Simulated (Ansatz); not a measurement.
LaRh:
```xyz
4
Lattice="1.9847 -5.7580 0.0000 1.9847 5.7580 0.0000 0.0000 0.0000 4.1321" Properties=species:S:1:pos:R:3 pbc="T T T"
La     1.9847    -4.1652     3.0991
La     1.9847     4.1652     1.0330
Rh     1.9847    -1.0157     3.0991
Rh     1.9847     1.0157     1.0330
```

This is the r²SCAN-relaxed structure.

Problem. All from r²SCAN (plane waves, PAW; program Ansatz), unless another level is named. Give the formation energy from the elements (no fitted shifts).

Solution. -0.77 eV/atom.

Problem. Next, the density of states at the Fermi level?

Solution. 0.30 states/eV per atom (mean over ±0.08 eV).

Space group Cmcm. The first step of the workflow began from a Materials Project structure, measured or hypothetical; the Crystallography Open Database copy checked does not list it. Its standing as an ambient phase is unchecked. The r²SCAN relaxation kept the symmetry of its start; its stability against distortions is not shown here. No spin polarisation was allowed. The references are the lowest solids computed at this level, not always the standard phases. Scalar-relativistic: spin–orbit coupling is off unless named, which matters more the heavier the elements.

Potentials: the later of the program's two PAW sets.
